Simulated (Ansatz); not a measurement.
Input:

MgB2 (AlB2 type, space group P6/mmm)

```cif
data_B2Mg
_chemical_formula_sum 'Mg1 B2'
_space_group_name_H-M_alt 'P6/mmm'
_space_group_IT_number 191
_space_group_name_Hall '-P 6 2'
_cell_length_a 3.07432
_cell_length_b 3.07432
_cell_length_c 3.52754
_cell_angle_alpha 90.000
_cell_angle_beta 90.000
_cell_angle_gamma 120.000
loop_
_atom_site_label
_atom_site_type_symbol
_atom_site_symmetry_multiplicity
_atom_site_Wyckoff_symbol
_atom_site_fract_x
_atom_site_fract_y
_atom_site_fract_z
_atom_site_occupancy
Mg1 Mg 1 a 0.00000 0.00000 0.00000 1
B1 B 2 d 0.33333 0.66667 0.50000 1
```

This relaxed cell (volume V₀) is scaled evenly in all directions, its shape held. Symmetry pins the atoms to their sites.

Calculation: PBE (plane waves to 420 eV, PAW, scalar-relativistic; Ansatz, a quantum-chemistry and plane-wave program). k mesh 17×17×13 (Γ-centred), Fermi-Dirac smearing 0.05 eV. The energy includes the smearing's −TS. Compression counts positive. With the shape held, the modulus is that of even scaling; a crystal free to change shape is softer. MgB2 was relaxed with its symmetry unable to fall. ΔE is measured from the relaxed starting cell.

The scan covers V/V₀ from 0.900 to 1.100 in 9 points.

Question: What pressure does the cell carry at V/V₀ = 0.900?

Answer: 19.3 GPa.

Question: What is ΔE at V/V₀ = 1.100?

Answer: 39 meV/atom.

Question: What is ΔE at V/V₀ = 0.900?

Answer: 54 meV/atom.

(A scan under strain: stresses follow from slopes of the energy per volume, elastic moduli from its curvatures.)
